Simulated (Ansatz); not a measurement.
GeI2:
Space group P-3m1 (No. 164); a = 4.1470 Å, b = 4.1470 Å, c = 6.6449 Å, α = 90.00°, β = 90.00°, γ = 120.00°

| atom | site | symmetry | x | y | z |
|---|---|---|---|---|---|
| Ge | 1a | -3m. | 0.0000 | 0.0000 | 0.0000 |
| I | 2d | 3m. | 0.3333 | 0.6667 | 0.2596 |

Relaxed with LDA. The program Ansatz at the LDA level (PAW) gives a gap of 1.73 eV.

What gap does HSE06 give on the same cell (Ansatz, PAW)?

2.45 eV, 0.72 eV more. The hybrid was solved on a coarser mesh and at special points; its gap is the smallest among all of these.

```json
[
 {"k": "Γ", "v1 LDA": "-1.12", "c1 LDA": "2.04", "v1 HSE06": "___", "c1 HSE06": "___"},
 {"k": "A", "v1 LDA": "0.00", "c1 LDA": "1.73", "v1 HSE06": "0.00", "c1 HSE06": "2.45"},
 {"k": "K", "v1 LDA": "-1.08", "c1 LDA": "4.10", "v1 HSE06": "-1.17", "c1 HSE06": "4.88"},
 {"k": "H", "v1 LDA": "-0.19", "c1 LDA": "2.74", "v1 HSE06": "___", "c1 HSE06": "___"},
 {"k": "M", "v1 LDA": "-0.70", "c1 LDA": "2.28", "v1 HSE06": "___", "c1 HSE06": "___"},
 {"k": "L", "v1 LDA": "-1.21", "c1 LDA": "2.72", "v1 HSE06": "___", "c1 HSE06": "___"}
]
```

Top valence (v1) and lowest conduction level (c1) in eV from each method's valence maximum (which need not be a listed point): supply the withheld HSE06 values.


- Γ, v1 HSE06: -1.39
- Γ, c1 HSE06: 2.72
- L, v1 HSE06: -1.41
- L, c1 HSE06: 3.39
- M, v1 HSE06: -0.85
- M, c1 HSE06: 2.97
- H, v1 HSE06: -0.26
- H, c1 HSE06: 3.44

Cost on shared cores: the LDA run (SCF on a 8×8×4 mesh, then bands and DOS) very roughly 50 core-seconds, the HSE06 run (SCF on 6×6×3, then a few points) roughly 3 core-minutes; the tasks are unlike.

The workflow started from an entry of the Crystallography Open Database (COD), which files this formula under 2 space groups. Whether it is the stable phase at ambient conditions was not checked. The LDA relaxation kept the symmetry of its start; its stability against distortions is not shown here. A crystal of weakly bound layers computed without a dispersion correction: the cell and the soft elastic constants depend strongly on that. Spin–orbit coupling is left out wherever it is not named.

Potentials: the later of the program's two PAW sets.
